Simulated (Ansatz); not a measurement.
One stationary structure of ZnO. Calculation: r2SCAN (plane waves to 500 eV, PAW, scalar-relativistic; Ansatz, an electronic-structure program).

```xyz
8
Lattice="3.2264 0.0000 0.0000 -1.6132 2.7942 0.0000 0.0000 0.0000 10.4730" Properties=species:S:1:pos:R:3 pbc="T T T"
Zn     0.0000     0.0000     0.0080
Zn     0.0000     0.0000     5.2445
Zn     1.6132     0.9314     7.8609
Zn     0.0000     1.8628     2.6243
O      0.0000     0.0000     8.5043
O      0.0000     0.0000     3.2677
O      1.6132     0.9314     5.8887
O      0.0000     1.8628     0.6521
```

**Question.** Find the space group and the Wyckoff positions (tolerance 0.01 Å).

**Answer.** Space group P6₃mc (No. 186); a = b = 3.2264 Å, c = 10.4730 Å, α = β = 90.00°, γ = 120.00°

| atom | site | symmetry | x | y | z |
|---|---|---|---|---|---|
| Zn | 2a | 3m. | 0.0000 | 0.0000 | 0.0008 |
| Zn | 2b | 3m. | 0.3333 | 0.6667 | 0.2506 |
| O | 2a | 3m. | 0.0000 | 0.0000 | 0.3120 |
| O | 2b | 3m. | 0.3333 | 0.6667 | 0.0623 |

This is the AFLOW prototype AB_hP8_186_ab_ab (B5, as in SiC).

**Question.** Give the shortest distances between elements (the closest pairs, up to four, under 3.6 Å).

**Answer.** O–Zn 1.97 Å; O–O 3.21 Å; Zn–Zn 3.21 Å.

```json
{
  "volume_per_atom": "11.80 Å³",
  "band_gap": "1.18 eV, direct at Γ (no spin-orbit coupling)"
}
```

No spin polarisation in the result.

The run could not lose the symmetry of its start.

The first start was generated by placing the elements on the sites of a structure type. A measured structure of ZnO has the same space group, P6₃mc (No. 186); the sites were not compared with it.
